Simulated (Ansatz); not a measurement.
**Two inputs for FeNi3**

Cell: a COD entry, taken as it stands.

```
Fe Ni
1.0
     3.54500    0.00000    0.00000
     0.00000    3.54500    0.00000
     0.00000    0.00000    3.54500
Fe Ni
1 3
Cartesian
  0.0000 0.0000 0.0000
  0.0000 1.7725 1.7725
  1.7725 0.0000 1.7725
  1.7725 1.7725 0.0000
```

Atom numbers follow the list; atoms alike are taken as one site, whose name carries the number of the first.

Reference run. Level of theory: DFT, PBE, plane waves and PAW, scalar-relativistic, collinear spin, 420 eV cutoff, Γ-centred 9×9×9 k-points, Fermi–Dirac smearing 0.05 eV (Ansatz 0.2.0). Start moments as typed (μB): 3 on each Fe, 1.5 on each Ni.

Problem. The input is changed as follows: `kpoints.mp_grid.grid`: [9, 9, 9] → [4, 4, 4]; `accuracy`: not typed → high; `magnetization`: {spin_polarized: true} → not typed. What happens to V_zz (10²¹ V/m²) and η?

Solution. 

| site | atom | V_zz reference | η reference | V_zz changed | η changed |
| --- | --- | --- | --- | --- | --- |
| Fe | 1 | 0.00 | – | 0.00 | – |
| Ni | 2 | -0.10 | 0.00 | -1.59 | 0.00 |

The largest change of V_zz is on Ni, from -0.10 to -1.59. Its pressure is -7 GPa, against 0 GPa in the reference run. The absolute magnetisation of the cell goes from 5.3 to 0.0 μB. SCF iterations: 13 and 11. In the changed run the k-mesh is coarser than the standard one and spin polarisation is off in a crystal that carries moments, so its values aren't converged ones.

On the reference run: The run finds no gap above 0.1 eV (a metal, or nearly one), so the gradients can move by 10 % or more with the k-mesh. With these PAW files V_zz is typically within 2 to 3 % of all-electron values, but misses above 10 % occur on Ni. The magnetic order is the one that the run reached from its start moments, not necessarily the measured one.
